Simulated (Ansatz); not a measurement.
The elements of this relaxed trial crystal are hidden behind letters.

```
lattice vectors (Å)
   4.5273    0.0000    0.0000
   0.0000    4.5273    0.0000
   0.0000    0.0000    4.5273
fractional positions
X 0.0000 0.0000 0.5000
X 0.5000 0.0000 0.0000
X 0.0000 0.5000 0.0000
Z 0.5000 0.5000 0.5000
Q 0.5000 0.5000 0.0000
Q 0.0000 0.5000 0.5000
Q 0.5000 0.0000 0.5000
Q 0.0000 0.0000 0.0000
```

Level of theory: Ansatz 0.2.0, DFT PBE, scalar-relativistic, plane waves, PAW. The final run on the 8-atom cell used 420 eV, a Γ-centred 8×8×8 mesh, 0.10 eV smearing and no spin polarisation.

| Property | Result |
| --- | --- |
| Space group | Pm-3m (No. 221) |
| Conventional cell | a = 4.527 Å |
| Volume per atom | 11.60 Å³ |
| Density | 6.76 g/cm³ |
| Formation energy | −1.68 eV/atom |
| Gap on the 8×8×8 mesh of the 8-atom cell | 0 eV (a metal) |

Energies are uncorrected and count from the elements' standard states at the same level.

Question: X is a d-block element of period 5, Z is a d-block element of period 4 and Q is a p-block element of period 2. Which elements are they?

Answer: X = Zr, Z = Ti, Q = N, so the formula is Zr3TiN4. Density times volume gives a mean mass of 6.76 × 11.60/1.6605 = 47.2 u per atom, and this set has 47.2 u. Around Zr lie 6 N at 2.26 Å, 4 Ti at 3.20 Å and 8 Zr at 3.20 Å; Ti has 6 N at 2.26 Å and 12 Zr at 3.20 Å; N on a site of symmetry 4/mmm has 2 Ti at 2.26 Å and 4 Zr at 2.26 Å; 1 more site not described. Other sets within the hints have nearly the same mass, so mass alone doesn't settle it; this one was computed.

A later test with randomly moved atoms came back to the same energy, though modes that don't fit the test's cell weren't probed.
